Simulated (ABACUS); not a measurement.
Band structure of a model cell of Os (Fd-3m, 2 atoms in the cell; prototype structure).

```xyz
2
Lattice="0.0000 2.7481 2.7481 2.7481 0.0000 2.7481 2.7481 2.7481 0.0000" Properties=species:S:1:pos:R:3 pbc="T T T"
Os     4.1222     4.1222     4.1222
Os     2.7481     2.7481     2.7481
```

All values come from this method and carry its errors: PBE, numerical atomic orbitals DZP (confined pseudo-atomic orbitals with Gaussian additions; energy shift 0.003 Ry), PseudoDojo 0.5 standard norm-conserving PBE (tails mended) pseudopotentials run with ABACUS.

Settings: basis = DZP numerical atomic orbitals, energy shift 0.003 Ry; KPT = Gamma 10 10 10 0 0 0; basis_type = lcao; ecutwfc = 100 Ry; smearing_method = mp; smearing_sigma = 0.0199916 Ry; potentials = PseudoDojo 0.5 standard norm-conserving PBE (tails mended); symmetry = 1; nbands = 28; ks_solver = scalapack_gvx; scf_nmax = 100; scf_thr = 1.0e-07; mixing_type = broyden; mixing_beta = 0.4.

The cell was set up from a structure prototype or typed lattice constants and was not relaxed beforehand at this level. Spin-orbit coupling is left out, which matters for bands and gaps with elements this heavy. The atom-centred basis is finite, which shifts total energies and pressures against plane waves.

Points are given in units of this cell's reciprocal vectors. Levels in eV from the Fermi level, bands 13 to 18:
| point | 13 | 14 | 15 | 16 | 17 | 18 |
|---|---|---|---|---|---|---|
| Γ (0 0 0) | -3.68 | -3.68 | -0.57 | -0.57 | -0.57 | 2.66 |
| X (0.5 0 0.5) | -2.87 | -2.87 | -1.38 | -1.38 | 2.29 | 2.29 |
| W (0.5 0.25 0.75) | -2.14 | -2.14 | -2.00 | -2.00 | 2.85 | 2.85 |
| K (0.375 0.375 0.75) | -3.06 | -1.78 | -1.75 | -1.43 | 1.89 | 2.57 |
| L (0.5 0.5 0.5) | -3.96 | -3.96 | -1.47 | 0.39 | 0.39 | 1.90 |
| U (0.625 0.25 0.625) | -3.06 | -1.78 | -1.75 | -1.43 | 1.89 | 2.57 |

2 bands cross the Fermi level along this path, so the cell has no gap at this level.

Higher empty bands are left out: an atom-centred basis made for the valence describes them poorly.

The atomic orbitals were generated for these runs; they are not ABACUS's published sets and were checked against plane waves on a few crystals only.

“Tails mended”: in these copies of the files the far tail of each local potential was reset to the Coulomb form.
